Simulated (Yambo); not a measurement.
LiTaS2 (space group P6_3/mmc, No. 194), G0W0@LDA in Yambo (6×6×1 mesh, plasmon pole; 7 Ry block, no terminator). The number N of bands in W and G is varied.

| N | x = 1/N | gap Γ → (0.167, 0.167, 0) (eV) | shift of the valence edge (eV) |
|---|---|---|---|
| 75 | 0.01333 | 0.978 | 1.005 |
| 105 | 0.00952 | 0.986 | 0.702 |
| 144 | 0.00694 | 0.988 | 0.486 |
| 185 | 0.00541 | ? | ? |

Q: Basis-set arguments suggest E = E∞ + A x. Fix A and E∞ from the two rows above the withheld one, predict the row at 185 bands, and test the form.

A: Gap: A = (0.988 − (0.986))/(0.00694 − 0.00952) = -0.78, E∞ = 0.993 eV, so 0.989 eV is predicted; the run gave 0.994 eV (miss 5 meV). The first two rows have slope -2.10, so the form doesn't hold yet over the whole range. Shift: A = (0.486 − (0.702))/(0.00694 − 0.00952) = 83.7, E∞ = -0.095 eV, so 0.358 eV is predicted; the run gave 0.353 eV (miss 5 meV). The first two rows have slope 79.5, within 15 % of that. The other settings are held fixed.

Spin-orbit coupling is not included.

Geometry of the Materials Project entry, not relaxed at this level; primitive cell a = b = 3.3486 Å, c = 12.8881 Å, α = β = 90.00°, γ = 120.00°.

The structure is a Materials Project entry; no match was found in the copy of COD used, and its stability was not checked.

A shift is the quasiparticle energy of the state minus its LDA energy.
